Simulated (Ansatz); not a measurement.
**Magnetovolume behaviour of Mn₃Si (Fm-3m)**

The reference geometry is a structure as deposited in COD; nothing is relaxed.

Settings: LDA, 10×10×10 k mesh, Fermi–Dirac smearing of 0.05 eV. PAW means Ansatz 0.2.0 on its default frozen-core files; LAPW is all-electron LAPW in Ansatz 0.2.0. Site moments are integrated in spheres about the atoms, whose radii differ between the methods.

Input of the first run:

```yaml
crystal:
  lattice:
    - [0.0, 2.861, 2.861]
    - [2.861, 0.0, 2.861]
    - [2.861, 2.861, 0.0]
  atoms:
    - { symbol: Mn, position: [0.5, 0.5, 0.5], spin: 4.0 }
    - { symbol: Mn, position: [0.25, 0.25, 0.25], spin: 4.0 }
    - { symbol: Mn, position: [0.75, 0.75, 0.75], spin: 4.0 }
    - { symbol: Si, position: [0.0, 0.0, 0.0] }
magnetization:
  spin_polarized: true
kpoints:
  mp_grid: { grid: [10, 10, 10] }
scf:
  occupations: { method: fermi_dirac, width: 0.05 }
hamiltonian:
  xc: lda
  pseudopotentials: { kind: paw }
output:
  forces: true
  stress: true
  eigenvalues: true
  populations: true
```

Command: `ansatz run input.yaml --threads 2 --pin off --max-ram 6144MiB --backend cpu --events-out ev --progress --plain --runs-dir out`

The input for «volume scaled by 0.96» by LAPW differs from it in these lines, output keys apart:

```diff
-    - [0.0, 2.861, 2.861]
-    - [2.861, 0.0, 2.861]
-    - [2.861, 2.861, 0.0]
+    - [0.0, 2.8223330979, 2.8223330979]
+    - [2.8223330979, 0.0, 2.8223330979]
+    - [2.8223330979, 2.8223330979, 0.0]
-  pseudopotentials: { kind: paw }
+  pseudopotentials: { kind: all_electron, lapw: { basis_error: 0.001 } }
```

The cell shown is scaled evenly to other volumes, and every spin-polarised run starts from the same moments.

The search for lower states is left at its default.

| V/V₀ | Å³/atom | M PAW (μB/cell) | M LAPW (μB/cell) | largest site moment, PAW (μB) | P PAW (GPa) | P LAPW (GPa) | F − F(unpolarised), PAW (meV/atom) |
| --- | --- | --- | --- | --- | --- | --- | --- |
| 0.66 | 7.73 | 0.00 | – | 0.00 | ? | – | 0 |
| 0.74 | 8.66 | 1.00 | 1.00 | 0.82 | 72.9 | 72.9 | -4 |
| 0.8 | 9.37 | 1.28 | – | 1.14 | 34.3 | – | -13 |
| 0.86 | 10.07 | 1.42 | – | 1.46 | 8.0 | – | -28 |
| 0.92 | 10.77 | 1.25 | – | 1.89 | -9.1 | – | -47 |
| 0.96 | 11.24 | 1.12 | 1.12 | 2.14 | -17.2 | -17.2 | -65 |
| 1 | 11.71 | 1.05 | 1.05 | 2.37 | -23.4 | -23.4 | -85 |
| 1.04 | 12.18 | 1.02 | – | 2.56 | ? | – | -108 |
| 1.1 | 12.88 | 1.01 | 1.01 | 2.78 | -33.6 | -33.6 | ? |

Problem. Fill in "P PAW (GPa)" for the row "0.66".

Solution. 154.2.

Problem. Give the missing entry: row "1.1", column "F − F(unpolarised), PAW (meV/atom)".

Solution. -144.

Problem. Give the missing entry: row "1.04", column "P PAW (GPa)".

Solution. -28.2.

The moments are gone at V/V₀ = 0.66 (154 GPa), and present from 0.74 (73 GPa) upwards, where the largest is 0.82 μB at first. Between V/V₀ = 0.8 and 0.74 the largest moment drops from 1.14 to 0.82 μB.

Problem. How fast does the largest site moment change with volume about V₀?

Solution. d ln m/d ln V ≈ ln(2.557/2.145)/ln(1.04/0.96) = 2.20. A value over one marks an itinerant moment that hangs on the bandwidth.

Problem. Fit a third-order Birch–Murnaghan equation to the PAW pressures of the magnetic runs between 0.85 and 1.11 V₀. What are the zero-pressure volume and bulk modulus, and what do the unpolarised runs give?

Solution. V = 10.37 Å³/atom (0.885 V₀), B = 255 GPa, B′ = 4.7, with a worst miss of 0.13 GPa. The unpolarised pressures, 4.3, -14.5, -23.7, -30.7, -36.2, -42.0 GPa at V/V₀ = 0.86, 0.92, 0.96, 1, 1.04, 1.1, give 10.21 Å³/atom and 305 GPa, so the moments change the volume by +1.6 %. Cell shape and inner coordinates are held, so these aren't the relaxed crystal's values unless symmetry fixes them.

The PAW files were made with PBE; the program remakes their cores once for the run's functional and then keeps them frozen. This cell lies far from its zero-pressure volume, so the numbers describe the cell as given rather than the relaxed compound.  None of this fixes the real material's magnetic order: only patterns that fit the cell were computed, at zero temperature, with a functional that can overstate moments. Left out because it may lie on a higher state: PAW, volume scaled by 1.25.
